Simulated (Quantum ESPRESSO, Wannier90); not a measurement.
Wannierisation of KTaO3 (cubic perovskite)

Materials Project entry mp-3614; symmetrised, unrelaxed at this level. COD (Crystallography Open Database) records the formula in this space group. Ideal cubic forms of this type are often high-temperature phases that distort on cooling; symmetry holds the cell here, and its stability was not tested. Level: PBEsol, no spin polarisation, no spin-orbit coupling; pw.x of Quantum ESPRESSO at 68 Ry with PseudoDojo potentials, 8×8×8 k-points, Wannier90. Density: 8×8×8 mesh, cold smearing 0.01 Ry. Spin-orbit coupling is left out although heavy elements are present.

On the energy scale of pw.x, whose zero is arbitrary, the valence-band maximum lies at 8.56 eV.

Input w.win:

```
num_bands = 27
num_wann = 16
exclude_bands = 1-11
num_iter = 1000
conv_tol = 1.0e-6
conv_window = 4
dis_num_iter = 0
dis_conv_tol = 1.0e-6
write_hr = true
write_u_matrices = true
auto_projections = true
begin unit_cell_cart
ang
    3.9948800000    0.0000000000    0.0000000000
    0.0000000000    3.9948800000    0.0000000000
    0.0000000000    0.0000000000    3.9948800000
end unit_cell_cart
begin atoms_frac
K    0.5000000000  0.5000000000  0.5000000000
Ta   0.0000000000  0.0000000000  0.0000000000
O    0.0000000000  0.5000000000  0.0000000000
O    0.5000000000  0.0000000000  0.0000000000
O    0.0000000000  0.0000000000  0.5000000000
end atoms_frac
mp_grid = 8 8 8
begin kpoints
0.0000000000 0.0000000000 0.0000000000
0.0000000000 0.0000000000 0.1250000000
0.0000000000 0.0000000000 0.2500000000
... (509 more lines: the 8x8x8 mesh through Gamma)
end kpoints
```

Input of pw2wannier90.x that gives the overlap and projection files (equivalent; here they were cut from one run over all bands):

```
&inputpp
  outdir = './out'
  prefix = 'pwscf'
  seedname = 'w'
  write_amn = .true.
  write_mmn = .true.
  scdm_proj = .true.
  scdm_entanglement = 'erfc'
  scdm_mu = 7.457
  scdm_sigma = 5.042
/
```

Output w.wout (banner and timings cut):

```
                                    ------
                                    SYSTEM
                                    ------

                              Lattice Vectors (Ang)
                    a_1     3.994880   0.000000   0.000000
                    a_2     0.000000   3.994880   0.000000
                    a_3     0.000000   0.000000   3.994880

                   Unit Cell Volume:      63.75455  (Ang^3)

                        Reciprocal-Space Vectors (Ang^-1)
                    b_1     1.572810   0.000000   0.000000
                    b_2     0.000000   1.572810   0.000000
                    b_3     0.000000   0.000000   1.572810

 *----------------------------------------------------------------------------*
 |   Site       Fractional Coordinate          Cartesian Coordinate (Ang)     |
 +----------------------------------------------------------------------------+
 | k    1   0.50000   0.50000   0.50000   |    1.99744   1.99744   1.99744    |
 | ta   1   0.00000   0.00000   0.00000   |    0.00000   0.00000   0.00000    |
 | o    1   0.00000   0.50000   0.00000   |    0.00000   1.99744   0.00000    |
 | o    2   0.50000   0.00000   0.00000   |    1.99744   0.00000   0.00000    |
 | o    3   0.00000   0.00000   0.50000   |    0.00000   0.00000   1.99744    |
 *----------------------------------------------------------------------------*
                                ------------
                                K-POINT GRID
                                ------------

             Grid size =  8 x  8 x  8      Total points =  512

 *---------------------------------- MAIN ------------------------------------*
 |  Number of Wannier Functions               :                16             |
 |  Number of Objective Wannier Functions     :                16             |
 |  Number of input Bloch states              :                27             |
 |  Output verbosity (1=low, 5=high)          :                 1             |
 |  Timing Level (1=low, 5=high)              :                 1             |
 |  Optimisation (0=memory, 3=speed)          :                 3             |
 |  Length Unit                               :               Ang             |
 |  Post-processing setup (write *.nnkp)      :                 F             |
 |  Using Gamma-only branch of algorithms     :                 F             |
 *----------------------------------------------------------------------------*
 *------------------------------- WANNIERISE ---------------------------------*
 |  Total number of iterations                :              1000             |
 |  Number of CG steps before reset           :                 5             |
 |  Trial step length for line search         :             2.000             |
 |  Convergence tolerence                     :         0.100E-05             |
 |  Convergence window                        :                 4             |
 |  Iterations between writing output         :                 1             |
 |  Iterations between backing up to disk     :               100             |
 |  Write r^2_nm to file                      :                 F             |
 |  Write xyz WF centres to file              :                 F             |
 |  Write on-site energies <0n|H|0n> to file  :                 F             |
 |  Use guiding centre to control phases      :                 F             |
 |  Use phases for initial projections        :                 F             |
 *----------------------------------------------------------------------------*
 *------------------------------- DISENTANGLE --------------------------------*
 |  Using band disentanglement                :                 T             |
 |  Total number of iterations                :                 0             |
 |  Mixing ratio                              :             0.500             |
 |  Convergence tolerence                     :         1.000E-06             |
 |  Convergence window                        :                 3             |
 *----------------------------------------------------------------------------*
 *-------------------------------- PLOTTING ----------------------------------*
 |  Plotting Hamiltonian in WF basis          :                 T             |
 *----------------------------------------------------------------------------*

 *---------------------------------- K-MESH ----------------------------------*
 +----------------------------------------------------------------------------+
 |                    Distance to Nearest-Neighbour Shells                    |
 |                    ------------------------------------                    |
 |          Shell             Distance (Ang^-1)          Multiplicity         |
 |          -----             -----------------          ------------         |
 |             1                   0.196601                      6            |
 |             2                   0.278036                     12            |
 |             3                   0.340523                      8            |
 |             4                   0.393202                      6            |
 |             5                   0.439614                     24            |
 |             6                   0.481573                     24            |
 |             7                   0.556072                     12            |
 |             8                   0.589804                     30            |
       ... (lines left out)
 +----------------------------------------------------------------------------+
 | The b-vectors are chosen automatically                                     |
 | The following shells are used:                       1                     |
 +----------------------------------------------------------------------------+
 |                        Shell   # Nearest-Neighbours                        |
 |                        -----   --------------------                        |
 |                          1               6                                 |
 +----------------------------------------------------------------------------+
 | Completeness relation is fully satisfied [Eq. (B1), PRB 56, 12847 (1997)]  |
 +----------------------------------------------------------------------------+
 |                  b_k Vectors (Ang^-1) and Weights (Ang^2)                  |
 |                  ----------------------------------------                  |
 |            No.         b_k(x)      b_k(y)      b_k(z)        w_b           |
 |            ---        --------------------------------     --------        |
 |             1         0.000000    0.000000    0.196601    12.935932        |
 |             2         0.000000    0.196601    0.000000    12.935932        |
 |             3         0.196601    0.000000    0.000000    12.935932        |
 |             4         0.000000    0.000000   -0.196601    12.935932        |
 |             5         0.000000   -0.196601    0.000000    12.935932        |
 |             6        -0.196601    0.000000    0.000000    12.935932        |
 +----------------------------------------------------------------------------+
 |                           b_k Directions (Ang^-1)                          |
 |                           -----------------------                          |
 |            No.           x           y           z                         |
 |            ---        --------------------------------                     |
 |             1         0.000000    0.000000    0.196601                     |
 |             2         0.000000    0.196601    0.000000                     |
 |             3         0.196601    0.000000    0.000000                     |
 +----------------------------------------------------------------------------+

 Starting a new Wannier90 calculation ...

 Reading overlaps from w.mmn

 Reading projections from w.amn

 *------------------------------- DISENTANGLE --------------------------------*
 +----------------------------------------------------------------------------+
 |                              Energy  Windows                               |
 |                              ---------------                               |
 |                   Outer:    2.99987  to   29.81584  (eV)                   |
 |                   No frozen states were specified                          |
 +----------------------------------------------------------------------------+
   Number of target bands to extract:   16

                   Unitarised projection of Wannier functions
                   ------------------------------------------
   A_mn = <psi_m|g_n> --> S = A.A^+ --> U = S^-1/2.A
   In dis_project... done
   No inner window (linner = F)

                   Extraction of optimally-connected subspace
                   ------------------------------------------
 +---------------------------------------------------------------------+<-- DIS
 |  Iter     Omega_I(i-1)      Omega_I(i)      Delta (frac.)           |<-- DIS
 +---------------------------------------------------------------------+<-- DIS

     <<< Warning: Maximum number of disentanglement iterations reached >>>
          <<< Disentanglement convergence criteria not satisfied >>>

 +----------------------------------------------------------------------------+

 Writing checkpoint file w.chk... done

 *------------------------------- WANNIERISE ---------------------------------*
 +--------------------------------------------------------------------+<-- CONV
 | Iter  Delta Spread     RMS Gradient      Spread (Ang^2)            |<-- CONV
 +--------------------------------------------------------------------+<-- CONV

 ------------------------------------------------------------------------------
 Initial State
  WF centre and spread    1  ( -0.018947,  0.013279,  2.319462 )     1.92802558
  WF centre and spread    2  ( -0.034839, -2.288634, -0.006182 )     1.87387010
  WF centre and spread    3  (  2.320722,  0.012060, -0.033703 )     1.86047962
  WF centre and spread    4  (  0.123595, -0.099232, -1.994044 )     2.31961162
  WF centre and spread    5  ( -2.020174, -0.155421,  0.119184 )     2.20038848
  WF centre and spread    6  (  0.124443, -1.968927,  0.140315 )     2.12890539
  WF centre and spread    7  ( -2.025188,  0.151690,  0.115424 )     2.16831165
  WF centre and spread    8  ( -0.125744, -0.102686, -2.001297 )     2.33464528
  WF centre and spread    9  (  0.109781, -1.966503, -0.158921 )     2.23490010
  WF centre and spread   10  (  0.011143, -0.014174, -0.001325 )     1.85363276
  WF centre and spread   11  (  0.003143, -0.007593,  0.004083 )     1.84372165
  WF centre and spread   12  ( -0.007859, -0.006130,  0.022708 )     1.88457343
  WF centre and spread   13  ( -0.000435,  0.180977, -2.155825 )     4.67563414
  WF centre and spread   14  ( -2.239201,  0.003818, -0.240742 )     4.20619266
  WF centre and spread   15  ( -0.215981,  2.245397, -0.023412 )     4.18453363
  WF centre and spread   16  ( -1.994288, -1.999556,  2.253300 )     6.58611113
  Sum of centres and spreads ( -5.989828, -6.001636, -1.640973 )    44.28353723

      0     0.443E+02     0.0000000000       44.2835372260  <-- CONV
        O_D=      0.3644581 O_OD=      9.7999880 O_TOT=     44.2835372 <-- SPRD
 ------------------------------------------------------------------------------
      1    -0.155E+01     0.6899288519       42.7327157248  <-- CONV
        O_D=      0.2563867 O_OD=      8.3572380 O_TOT=     42.7327157 <-- SPRD
      2    -0.813E+00     0.6112203956       41.9198937414  <-- CONV
        O_D=      0.2145604 O_OD=      7.5862423 O_TOT=     41.9198937 <-- SPRD
      3    -0.534E+00     0.5575058183       41.3857966418  <-- CONV
        O_D=      0.1947707 O_OD=      7.0719349 O_TOT=     41.3857966 <-- SPRD
      4    -0.339E+00     0.4767766022       41.0463931741  <-- CONV
        O_D=      0.1859779 O_OD=      6.7413242 O_TOT=     41.0463932 <-- SPRD
      5    -0.225E+00     0.4034530402       40.8216999510  <-- CONV
        O_D=      0.1826889 O_OD=      6.5199200 O_TOT=     40.8217000 <-- SPRD
       ... (lines left out)
    100    -0.334E-02     0.0490019300       39.4775497875  <-- CONV
        O_D=      0.1316035 O_OD=      5.2268552 O_TOT=     39.4775498 <-- SPRD
       ... (lines left out)
    200    -0.620E-03     0.0202663976       39.3117500793  <-- CONV
        O_D=      0.1347295 O_OD=      5.0579295 O_TOT=     39.3117501 <-- SPRD
       ... (lines left out)
    300    -0.146E-03     0.0096763192       39.2754048647  <-- CONV
        O_D=      0.1332300 O_OD=      5.0230838 O_TOT=     39.2754049 <-- SPRD
       ... (lines left out)
    400    -0.281E-04     0.0044377980       39.2679462951  <-- CONV
        O_D=      0.1328263 O_OD=      5.0160289 O_TOT=     39.2679463 <-- SPRD
       ... (lines left out)
    500    -0.581E-05     0.0019943013       39.2663904168  <-- CONV
        O_D=      0.1327257 O_OD=      5.0145736 O_TOT=     39.2663904 <-- SPRD
       ... (lines left out)
    600    -0.134E-05     0.0009912784       39.2660423690  <-- CONV
        O_D=      0.1326951 O_OD=      5.0142562 O_TOT=     39.2660424 <-- SPRD
       ... (lines left out)
    639    -0.859E-06     0.0006565694       39.2659959109  <-- CONV
        O_D=      0.1326964 O_OD=      5.0142084 O_TOT=     39.2659959 <-- SPRD
    640    -0.967E-06     0.0008106084       39.2659949442  <-- CONV
        O_D=      0.1326997 O_OD=      5.0142042 O_TOT=     39.2659949 <-- SPRD
    641    -0.448E-06     0.0006657105       39.2659944963  <-- CONV
        O_D=      0.1327005 O_OD=      5.0142029 O_TOT=     39.2659945 <-- SPRD
             <<<     Delta < 1.000E-06  over  4 iterations     >>>
             <<< Wannierisation convergence criteria satisfied >>>
 Final State
  WF centre and spread    1  (  0.000794, -0.003125,  2.671726 )     5.30788001
  WF centre and spread    2  (  0.002457, -2.504498, -0.027681 )     3.84664254
  WF centre and spread    3  (  2.504476, -0.000652, -0.025654 )     3.84248342
  WF centre and spread    4  (  0.000585, -0.000594, -1.996781 )     0.86164845
  WF centre and spread    5  ( -1.997514, -0.005928,  0.005738 )     0.86784675
  WF centre and spread    6  (  0.006096, -1.997270,  0.006134 )     0.86907043
  WF centre and spread    7  ( -1.997245,  0.005703,  0.005649 )     0.86784412
  WF centre and spread    8  ( -0.000596, -0.000618, -1.996243 )     0.86279483
  WF centre and spread    9  ( -0.006388, -1.997659,  0.006258 )     0.86856213
  WF centre and spread   10  (  0.000664, -0.000979,  0.000994 )     1.40319103
  WF centre and spread   11  ( -0.000764,  0.000229,  0.000744 )     1.40329531
  WF centre and spread   12  (  0.000589,  0.000598,  0.002131 )     1.41119260
  WF centre and spread   13  ( -0.000078, -0.002380, -2.421642 )     3.58717638
  WF centre and spread   14  ( -2.505358, -0.000030, -0.025495 )     3.84753663
  WF centre and spread   15  (  0.002268,  2.502306, -0.029761 )     3.83104575
  WF centre and spread   16  ( -1.998946, -1.999944,  2.216777 )     5.58778411
  Sum of centres and spreads ( -5.988960, -6.004842, -1.607104 )    39.26599450

         Spreads (Ang^2)       Omega I      =    34.119091094
        ================       Omega D      =     0.132700490
                               Omega OD     =     5.014202912
    Final Spread (Ang^2)       Omega Total  =    39.265994496
```
